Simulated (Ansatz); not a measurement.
Al₂Cu in space group I4/mcm (No. 140; Al on 8h, Cu on 4a), plane-wave PAW LDA (Ansatz code), all energies at zero smearing, with the estimated change up to a 700 eV cutoff added, with one set of potentials and settings (totals compare only within such a set). Cell of 6 atoms (4 Al, 2 Cu): -15164.085 eV.

| element | reference phase | E (eV/atom) |
|---|---|---|
| Al | Fm-3m, 1 atoms in the cell | -512.8755 |
| Cu | Fm-3m, 1 atoms in the cell | -6555.7242 |

Formation energy per atom, worked out: (-15164.085 − 4×(-512.8755) − 2×(-6555.7242))/6 = -0.189 eV/atom (-18 kJ per mol of atoms), at 0 K, without zero-point energy or fitted corrections.

The LDA relaxation kept the symmetry of its start; of distortions, only those at the zone centre were tested. No spin polarisation was allowed. The references are the lowest solids computed at this level, not always the standard phases.

Potentials: the later of the program's two PAW sets.
